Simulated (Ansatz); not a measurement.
CdSe (wurtzite)

```
CELL_PARAMETERS angstrom
      4.38272     0.00000     0.00000
     -2.19136     3.79554     0.00000
      0.00000     0.00000     7.15447
ATOMIC_POSITIONS crystal
  Cd 0.66667 0.33333 0.00047
  Cd 0.33333 0.66667 0.50047
  Se 0.66667 0.33333 0.62473
  Se 0.33333 0.66667 0.12473
```

E(V) scan at fixed shape, V₀ the volume above. The atoms relax within the cell's symmetry.

Computed with PBE (plane waves to 420 eV, PAW, scalar-relativistic; Ansatz, a program for electronic structure). k mesh 9×9×5 (Γ-centred), Fermi-Dirac smearing 0.05 eV. Compression counts positive. CdSe was relaxed with its symmetry unable to fall.

At one point of the scan the stress tensor (GPa) is:

```
  -2.26     0.00     0.00
   0.00    -2.26     0.00
   0.00     0.00    -2.26
```

**Question.** Which point is it?
(A) V/V₀ = 1.030
(B) V/V₀ = 1.060
(C) V/V₀ = 1.020
(D) V/V₀ = 1.040

**Answer.** B, V/V₀ = 1.060

(A scan under strain: stresses follow from slopes of the energy per volume, elastic moduli from its curvatures.)
